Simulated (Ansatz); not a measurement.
The elements of this relaxed trial sheet are hidden behind letters. This is a two-dimensional sheet: the third axis spans vacuum and isn't periodic.

```
lattice vectors (Å)
   3.4831    0.0000    0.0000
   0.0000    3.4831    0.0000
   0.0000    0.0000   31.3600
fractional positions
X 0.0000 0.0000 0.2191
X 0.0000 0.0000 0.3549
Z 0.5000 0.5000 0.2194
Z 0.5000 0.5000 0.3545
```

Level of theory: DFT PBE+D3(BJ), scalar-relativistic, plane waves, PAW (Ansatz). Cutoff 420 eV, Γ-centred 8×8×1 mesh (4-atom cell), Gaussian smearing of 0.02 eV, no spin polarisation.

```
Layer group                              : p4/mmm (No. 61)
In-plane cell                            : a = 3.483 Å, b = 3.483 Å, γ = 90.0°
Area per atom                            : 3.03 Å²
Thickness between the outermost nuclei   : 4.26 Å
Formation energy                         : −0.991 eV/atom
Gap on the 8×8×1 mesh of the 4-atom cell : 2.15 eV
```

Energies are uncorrected and count from the elements' standard states at the same level.

Question: X is an s-block element of period 3 and Z is a p-block element of period 3. Which elements are they?

Answer: X = Mg, Z = S, so the formula is MgS. Mg at height 0.00 Å has 4 S at 2.46 Å; S at height 0.01 Å has 4 Mg at 2.46 Å. Other elements may fit the hints; this set was computed.

Kohn–Sham gaps at this level usually fall short of measured ones. A structure relaxed within its symmetry needn't be a true minimum.
